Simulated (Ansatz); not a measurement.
Tl (hcp (Mg type), P6_3/mmc) under volume change, PBEsol (plane waves, PAW; program Ansatz), shape and atoms relaxed at each volume.

| V (Å³/atom) | E − E(relaxed) (meV/atom) | P (GPa) |
|---|---|---|
| 26.013 | 31.2 | 4.34 |
| 26.871 | (withheld) | (withheld) |
| 27.728 | (withheld) | (withheld) |
| 28.586 | 0.0 | 0.00 |
| 29.443 | 2.6 | -0.95 |
| 30.301 | 8.9 | -1.64 |
| 31.159 | 19.6 | -2.32 |

Task: Complete the blanks.

Result: 
- 27.728, E − E(relaxed) (meV/atom): 2.9
- 27.728, P (GPa): 1.14
- 26.871, E − E(relaxed) (meV/atom): 12.8
- 26.871, P (GPa): 2.59

Task: What does a third-order Birch–Murnaghan fit give for V₀, B₀ and B′?

Result: V₀ = 28.59 Å³/atom, B₀ = 34.6 GPa, B′ = 6.1.

The PBEsol relaxation kept the symmetry of its start. Spin–orbit coupling is left out wherever it is not named.

Potentials: the later of the program's two PAW sets.
